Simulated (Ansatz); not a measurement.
Sn built on the diamond prototype was relaxed with r2SCAN, strained in 3 ways (changes of length per length), its atoms relaxed again with r2SCAN, and run with HSE06 in the PAW code Ansatz. Spin-unpolarised throughout; all numbers are computed.

Uniaxial +0.56 % along z, other directions held. Input:
```yaml
crystal:
  lattice:
    - [0.0, 3.2844597792, 3.3028527539]
    - [3.2844597792, 0.0, 3.3028527539]
    - [3.2844597792, 3.2844597792, 0.0]
  atoms:
    - { symbol: Sn, position: [0.0, 0.0, 0.0] }
    - { symbol: Sn, position: [0.25, 0.25, 0.25] }
kpoints:
  mp_grid: { grid: [4, 4, 4] }
  band_path:
    path:
      - [0.0, 0.0, 0.0]
      - [0.5, 0.0, 0.5]
      - [0.625, 0.25, 0.625]
      - [0.375, 0.375, 0.75]
      - [0.5, 0.5, 0.5]
      - [0.5, 0.25, 0.75]
    npoints: 1
hamiltonian:
  xc: hse06
scf:
  occupations: { method: fermi_dirac, width: 0.02 }
  n_extra_bands: 4
output:
  forces: true
  stress: true
  eigenvalues: true
```

Main results, then levels in eV from the Fermi energy at the points of the path (names of the unstrained zone, bands numbered from 0):
```
Crystal: 2 atoms, lattice volume = 71.260 Å³
Basis set: ecut = 420 eV, 1411 PW (Γ)
Symmetry: 16 space group operations
Space group: I41/amd (ITA 141)
k-points: 13 of 64
Free energy (F): -12056.544158 eV
Fermi energy:    7.164595 eV
--- Stress (GPa, compression-positive) ---
       -0.004546       0.000000       0.000000
        0.000000      -0.004546       0.000000
        0.000000       0.000000      -0.020852
  P = ⅓ Tr σ = -0.0100 GPa (-0.100 kbar)
```
```tsv
point	band_11	band_12	band_13	band_14	band_15	band_16
Γ	-0.470	-0.065	-0.002	-0.002	2.568	2.568
X	-8.161	-2.674	-2.674	1.189	1.189	8.359
U	-7.634	-3.570	-2.297	1.474	3.800	6.309
K	-7.652	-3.571	-2.263	1.511	3.858	6.302
L	-6.805	-1.292	-1.246	0.292	3.670	3.695
W	-8.112	-3.225	-3.225	3.904	3.904	4.502
```

With HSE06 the gap closes, the bands meeting at Γ. (A hybrid can keep a metallic filling that it started from; no other start was tried.) The mean stress, 0.0 GPa, is small, and the program warns that its thresholds are loose for a hybrid's stress.

Isotropic -0.89 % on every length. These blocks change:
```yaml
crystal:
  lattice:
    - [0.0, 3.2552280872, 3.2552280872]
    - [3.2552280872, 0.0, 3.2552280872]
    - [3.2552280872, 3.2552280872, 0.0]
  atoms:
    - { symbol: Sn, position: [0.0, 0.0, 0.0] }
    - { symbol: Sn, position: [0.25, 0.25, 0.25] }
```

```
Crystal: 2 atoms, lattice volume = 68.988 Å³
Basis set: ecut = 420 eV, 1363 PW (Γ)
Symmetry: 48 space group operations
Space group: Fd-3m (ITA 227)
k-points: 8 of 64
Free energy (F): -12056.533884 eV
Fermi energy:    7.553190 eV
--- Stress (GPa, compression-positive) ---
        1.500064       0.000000       0.000000
        0.000000       1.500064       0.000000
        0.000000       0.000000       1.500064
  P = ⅓ Tr σ = 1.5001 GPa (15.001 kbar)
```
```tsv
point	band_11	band_12	band_13	band_14	band_15	band_16
Γ	-0.205	-0.014	-0.014	-0.014	2.593	2.593
X	-8.273	-2.766	-2.766	1.178	1.178	8.588
U	-7.730	-3.718	-2.374	1.483	3.885	6.470
K	-7.730	-3.718	-2.374	1.483	3.885	6.470
L	-6.923	-1.313	-1.313	0.379	3.709	3.709
W	-8.207	-3.359	-3.359	4.002	4.002	4.511
```

With HSE06 the gap closes, the bands meeting at Γ. (A hybrid can keep a metallic filling that it started from; no other start was tried.) The mean pressure is +1.5 GPa (compression positive), so HSE06 would enlarge the cell's volume. The stress of a hybrid is loosely converged here.

Q: Biaxial -3.14 % in x and y, z held gives these blocks instead:
```yaml
crystal:
  lattice:
    - [0.0, 3.1813277421, 3.2844597792]
    - [3.1813277421, 0.0, 3.2844597792]
    - [3.1813277421, 3.1813277421, 0.0]
  atoms:
    - { symbol: Sn, position: [0.0, 0.0, 0.0] }
    - { symbol: Sn, position: [0.25, 0.25, 0.25] }
```
What comes out?

A:
```
Crystal: 2 atoms, lattice volume = 66.483 Å³
Basis set: ecut = 420 eV, 1283 PW (Γ)
Symmetry: 16 space group operations
Space group: I41/amd (ITA 141)
k-points: 13 of 64
Free energy (F): -12056.492496 eV
Fermi energy:    8.123933 eV
--- Stress (GPa, compression-positive) ---
        3.442928       0.000000       0.000000
        0.000000       3.442928       0.000000
        0.000000       0.000000       2.057350
  P = ⅓ Tr σ = 2.9811 GPa (29.811 kbar)
```
```tsv
point	band_11	band_12	band_13	band_14	band_15	band_16
Γ	-0.293	-0.051	-0.051	0.036	2.460	2.460
X	-8.462	-3.062	-3.062	0.969	0.969	8.689
U	-7.910	-4.000	-2.656	1.292	3.732	6.524
K	-8.026	-4.008	-2.456	1.525	4.084	6.522
L	-7.180	-1.608	-1.350	0.364	3.560	3.713
W	-8.451	-3.626	-3.626	4.105	4.105	4.572
```
With HSE06 the gap is 0.09 eV and direct, at Γ. The mean pressure at these positions is +3.0 GPa, compression counted positive. The stress of a hybrid is loosely converged here.

Spin-orbit coupling is left out, which matters wherever the heavy atoms make up the band edges.

The meshes of the hybrids are coarse, so their gaps aren't converged to the digits shown.
